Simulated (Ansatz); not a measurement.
MoSi$_{2}$ (MoSi2 type, space group I4/mmm)

```xyz
3
Lattice="-1.6085 1.6085 3.9366 1.6085 -1.6085 3.9366 1.6085 1.6085 -3.9366" Properties=species:S:1:pos:R:3 pbc="T T T"
Mo     0.0000     0.0000     0.0000
Si     0.0000     0.0000     2.6384
Si     0.0000     0.0000     5.2348
```

The volume is varied about the relaxed value V₀ at fixed cell shape. The atoms relax within the cell's symmetry.

The numbers are results of PBE (plane waves to 420 eV, PAW, scalar-relativistic; Ansatz, an electronic-structure program), not measurements. k mesh 20×20×20 (Γ-centred), Fermi-Dirac smearing 0.05 eV. The energy includes the smearing's −TS. Compression counts positive. With the shape held, the modulus is that of even scaling; a crystal free to change shape is softer. MoSi2 is run without spin polarisation. MoSi2 was relaxed with its symmetry unable to fall. The PAW data are Ansatz's earlier set. The zero of ΔE is the relaxed starting cell. The last digit holds for this mesh only.

| V (Å³/atom) | ΔE (meV/atom) |
|---|---|
| 12.765 | 35.1 |
| 12.901 | withheld |
| 13.037 | 15.0 |
| 13.173 | 8.3 |
| 13.309 | 3.6 |
| 13.444 | 0.9 |
| 13.580 | 0.0 |
| 13.716 | 0.9 |
| 13.852 | 3.4 |
| 13.988 | 7.4 |
| 14.123 | 12.9 |
| 14.259 | 19.9 |
| 14.395 | 28.1 |

Task: Fit a third-order Birch-Murnaghan form (E₀, V₀, B₀, B₀′ free) to the given rows and predict ΔE at V = 12.901.

Result: Least squares on the 12 given rows: ΔE = E₀ + (9V₀B₀/16)·y²·[2 + (B₀′ − 4)y], y = (V₀/V)^(2/3) − 1, with V₀ = 13.580 Å³/atom, B₀ = 205.0 GPa (160.2 GPa = 1 eV/Å³; the term in eV is multiplied by 1000), B₀′ = 4.51, E₀ = 0.02 meV/atom; root-mean-square residual 0.03 meV/atom. At 12.901 the fit gives 23.9 meV/atom; the calculation gives 23.9 meV/atom, the same to the digits shown. For the pressure the fit gives 11.8 GPa against the computed 11.8 GPa.

(Under strain, the slope of the energy per volume gives the stress and its curvature an elastic modulus.)
